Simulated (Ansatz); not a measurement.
GaGeO₃:
Space group P4mm (No. 99); a = 3.483 Å, b = 3.483 Å, c = 4.720 Å, α = 90.00°, β = 90.00°, γ = 90.00°

| atom | site | symmetry | x | y | z |
|---|---|---|---|---|---|
| Ga | 1b | 4mm | 0.5000 | 0.5000 | 0.6130 |
| Ge | 1a | 4mm | 0.0000 | 0.0000 | 0.2131 |
| O | 2c | 2mm. | 0.0000 | 0.5000 | 0.4362 |
| O | 1b | 4mm | 0.5000 | 0.5000 | 0.9916 |

This is the r²SCAN+D4-relaxed structure.

Question: All from plane-wave PAW r²SCAN+D4 (Ansatz code), unless another level is named. Estimate the electronic character.

Answer: metallic (no gap).

Question: Next, the formation energy from the elements (no fitted shifts)?

Answer: -1306 meV/atom.

Question: Predict the density of states at the Fermi level.

Answer: 0.32 states/eV per atom (mean over ±0.08 eV).

The start of the workflow was typed in or built on a structure type; neither database checked (COD, Materials Project) lists it. Whether it is the stable phase at ambient conditions was not checked. Symmetry was held in the r²SCAN+D4 relaxation; its stability against distortions is not shown here. With an odd number of electrons in the cell and no spin polarisation, the count alone makes it a metal. The references are the lowest solids computed at this level, not always the standard phases (solids in place of the gases). Scalar-relativistic: spin–orbit coupling is off unless named, which matters more the heavier the elements.

Potentials: the earlier of the program's two PAW sets. The files were generated under PBE; for other functionals the program regenerates the frozen cores, and for LDA and PBEsol the local potential too.
